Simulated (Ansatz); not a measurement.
The calculation used DFT PBE, scalar-relativistic, plane waves, PAW (Ansatz 0.2.0). The final run on the 8-atom cell used 420 eV, a Γ-centred 6×6×2 mesh, 0.02 eV smearing and no spin polarisation.

Formation energies are uncorrected and count from the elements' standard states at the same level.

Question: Suggest a trial structure for a tetragonal semiconductor that holds Cd and 2 more elements, with a gap near 0.9 eV, a formation energy near −0.46 eV/atom and about 31 Å³ per atom, in a cell of 8 atoms. Its symmetry should be P-4m2 (No. 115).

Answer: Zn3CdTe4, space group P-4m2 (No. 115). Around Zn on a site of symmetry 2mm lie 4 Te at 2.68–2.69 Å; Zn on a site of symmetry -4m2 is surrounded by 4 Te at 2.69 Å; Cd is surrounded by 4 Te at 2.84 Å; Te on its first site has 4 Zn at 2.69 Å; 1 more site not described.

```xyz
8
Lattice="4.4409 0.0000 0.0000 0.0000 4.4409 0.0000 0.0000 0.0000 12.6148" Properties=species:S:1:pos:R:3 pbc="T T T"
Zn    0.0000    0.0000    9.5819
Zn    2.2204    2.2204    0.0000
Zn    0.0000    0.0000    3.0328
Cd    2.2204    2.2204    6.3074
Te    2.2204    0.0000   11.0987
Te    0.0000    2.2204    1.5160
Te    2.2204    0.0000    4.5401
Te    0.0000    2.2204    8.0746
```

- Volume per atom: 31.10 Å³
- Density: 5.47 g/cm³
- Formation energy: −0.458 eV/atom
- Gap on the 6×6×2 mesh of the 8-atom cell: 0.88 eV

The cell was found from a structure generator's guess, not taken from experiment. Other answers may fit too; this one was computed.

These runs have no spin–orbit coupling, which can matter for Te. Kohn–Sham gaps at this level usually fall short of measured ones. The missing spin–orbit coupling can work the other way here. The reference form of Te is held partly by dispersion forces, which this level lacks. A later test with randomly moved atoms came back to the same energy, though modes that don't fit the test's cell weren't probed.
